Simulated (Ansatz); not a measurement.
YPb3 (Cu3Au type, Pm-3m) at seven volumes, plane-wave PAW r²SCAN (Ansatz code), scaled uniformly. One row is withheld.

```tsv
V (Å³/atom)	P (GPa)
26.128	6.41
26.989	3.91
27.851	1.79
28.712	0.00
29.574	-1.51
30.435	-2.79
31.296	?
```

Q: Fit the shown pressures and predict the withheld one.

A: Third-order Birch–Murnaghan: P = (3/2)B₀(x^(7/2) − x^(5/2))[1 + (3/4)(B′ − 4)(x − 1)] with x = (V₀/V)^(2/3). Least squares on the six rows gives V₀ = 28.714 Å³/atom, B₀ = 54.73 GPa, B′ = 4.57. At V = 31.296, x = 0.9442 and P = -3.87 GPa. The run itself gave -3.87 GPa.

The workflow started from an entry of the Crystallography Open Database (COD). Whether it is the stable phase at ambient conditions was not checked. The r²SCAN relaxation kept the symmetry of its start; whether a distortion lowers the energy is not shown. The run is not spin-polarised. Spin–orbit coupling is left out wherever it is not named.

Potentials: the later of the program's two PAW sets.
